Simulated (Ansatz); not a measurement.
# Al5InAs6: relaxed-ion elastic tensor

Computed with DFT PBE, scalar-relativistic, plane waves, PAW (Ansatz 0.2.0). Settings: 420 eV plane-wave cutoff, Γ-centred 6×6×4 mesh, fixed occupations. No spin polarisation.

The cell, relaxed at this level:
```
Al In As
1.0
     7.08532    0.00000    0.00000
    -3.54266    6.13606    0.00000
     0.00000    0.00000    6.72562
Al In As
5 1 6
Direct
  0.33832 0.33832 0.00033
  0.00000 0.66168 0.00033
  0.66168 0.00000 0.00033
  0.66667 0.33333 0.50090
  0.33333 0.66667 0.50090
  0.00000 0.00000 0.50193
  0.35265 0.35265 0.36977
  0.00000 0.64735 0.36977
  0.64735 0.00000 0.36977
  0.66667 0.33333 0.87179
  0.33333 0.66667 0.87179
  0.00000 0.00000 0.89842
```

It was reached by relaxing an invented guess, and it needn't be the stable form of this composition.

Problem. Give the relaxed-ion elastic constants (GPa, Voigt order xx yy zz yz xz xy, on the Cartesian axes of the cell above).

Solution.
```
116.3  43.2  30.3   0.0   0.1   0.0
 43.2 116.3  30.3   0.0  -0.1   0.0
 30.3  30.3 134.0   0.0   0.0   0.0
  0.0   0.0   0.0  29.7   0.0  -0.1
  0.1  -0.1   0.0   0.0  29.7   0.0
  0.0   0.0   0.0  -0.1   0.0  36.5
```

Problem. Is the crystal stable against homogeneous strain?

Solution. Yes: the least eigenvalue of the tensor is 29.7 GPa.

Problem. And the moduli of a polycrystal (Hill averages)?

Solution. B = 64 GPa, G = 36 GPa, E = 91 GPa, ν = 0.26.
